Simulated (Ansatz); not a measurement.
HfB (rock salt, space group No. 225) under volume change, the program Ansatz at the LDA level (PAW), scaled uniformly.

```tsv
V (Å³/atom)	E − E(relaxed) (meV/atom)	P (GPa)
12.178	74.6	21.41
12.579	31.5	13.21
12.981	7.5	6.13
13.382	0.0	0.00
13.784	6.8	-5.29
14.185	(withheld)	(withheld)
14.587	(withheld)	(withheld)
```

### Question
What belongs in the gaps?

### Answer

- 14.185, E − E(relaxed) (meV/atom): 25.9
- 14.185, P (GPa): -9.86
- 14.587, E − E(relaxed) (meV/atom): 55.7
- 14.587, P (GPa): -13.80

### Question
What does a third-order Birch–Murnaghan fit give for V₀, B₀ and B′?

### Answer
V₀ = 13.38 Å³/atom, B₀ = 189 GPa, B′ = 3.9.

Space group Fm-3m (rock salt). The workflow started from an entry of the Crystallography Open Database (COD). Whether it is the stable phase at ambient conditions was not checked. The LDA relaxation kept the symmetry of its start; of distortions, only those at the zone centre were tested. No spin polarisation was allowed. Spin–orbit coupling is left out wherever it is not named.

Potentials: the later of the program's two PAW sets.
